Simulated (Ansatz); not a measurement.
Method: Ansatz 0.2.0, DFT PBE, scalar-relativistic, plane waves, PAW. All cells share a 420 eV cutoff and Γ-centred k meshes spaced at most about 0.3 Å⁻¹ (2π included). No spin polarisation in the final relaxations.

All energies are static (0 K, no zero-point motion).

Compare these two cells of Sn3PbSe4, each relaxed at this level.

A. Space group P4/mmm (No. 123), tetragonal, a = 4.315 Å, c = 12.208 Å. Sn on a site of symmetry 4mm has 6 Se at 3.04–3.07 Å; around Sn on a site of symmetry 4/mmm lie 6 Se at 3.00–3.05 Å; around Pb lie 6 Se at 3.05–3.10 Å; around Se on a site of symmetry 4/mmm lie 4 Pb at 3.05 Å and 2 Sn at 3.07 Å; around Se on a site of symmetry 4mm lie 5 Sn at 3.00–3.05 Å and 1 Pb at 3.10 Å; 1 more site not described.

B. Space group Pmmm (No. 47), orthorhombic, a = 4.313 Å, b = 6.102 Å, c = 8.630 Å. Sn on a site of symmetry mm2 is surrounded by 6 Se at 3.04–3.06 Å; Sn on a site of symmetry mmm is surrounded by 6 Se at 3.01–3.05 Å; around Pb lie 6 Se at 3.05–3.09 Å; around Se on a site of symmetry mm2 lie 4 Sn at 3.01–3.05 Å and 2 Pb at 3.09 Å; Se on a site of symmetry mmm has 2 Pb at 3.05 Å and 4 Sn at 3.06 Å; 1 more site not described.

Task: Which placement of the atoms is lower in energy, and by how much?

Result: They are level within the accuracy (under 1 meV/atom apart). The two share one framework of sites and differ in which element sits where. A has Sn and Pb ordered on rock salt sites, space group P4/mmm (No. 123), 28.4 Å³/atom and a gap of 0.13 eV on its mesh; B has Sn and Pb ordered on rock salt sites, space group Pmmm (No. 47), 28.4 Å³/atom and a gap of 0.10 eV. Counting Se atoms around Pb and Sn (those within 1.25 times the shortest such distance or 1.15 times the sum of covalent radii), A and B both have Sn 6, Pb 6. Both come from invented guesses.

These runs have no spin–orbit coupling, which can matter for Pb. Kohn–Sham gaps at this level usually fall short of measured ones. The missing spin–orbit coupling can work the other way here. Cells relaxed within their symmetry can be saddle points.
